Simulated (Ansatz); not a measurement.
A geometry of Se away from equilibrium: the start of the relaxation of a generated cell, Se built in the AFLOW prototype A_hP3_152_a. Calculation: PBE (plane waves to 420 eV, PAW, scalar-relativistic; Ansatz, a first-principles code). Γ-centred k-mesh 6×6×5 on the run's cell (coarser than for final values), Fermi–Dirac smearing 0.05 eV.

```xyz
3
Lattice="4.3662 0.0000 0.0000 -2.1831 3.7812 0.0000 0.0000 0.0000 4.9536" Properties=species:S:1:pos:R:3:forces:R:3 pbc="T T T" free_energy=-16407.199 pressure_GPa=2.8
Se     0.9841     0.0000     4.1280    0.3996    0.0000    0.0000
Se    -0.4921     0.8523     0.8256   -0.1998    0.3460    0.0000
Se     1.6910     2.9289     2.4768   -0.1998   -0.3460    0.0000
```

Positions in Å, forces in eV/Å, free energy of the cell in eV (comparable only within this code, potentials and settings). Largest force: 0.40 eV/Å, on Se1, Se2, Se3 (atoms numbered as listed); the geometry lies 0.01 eV/atom above the end of its relaxation.

No spin polarisation in the result. No dispersion correction is included, so spacings between layers, chains or molecules are soft and tend to come out too large.

The run could not lose the symmetry of its start.
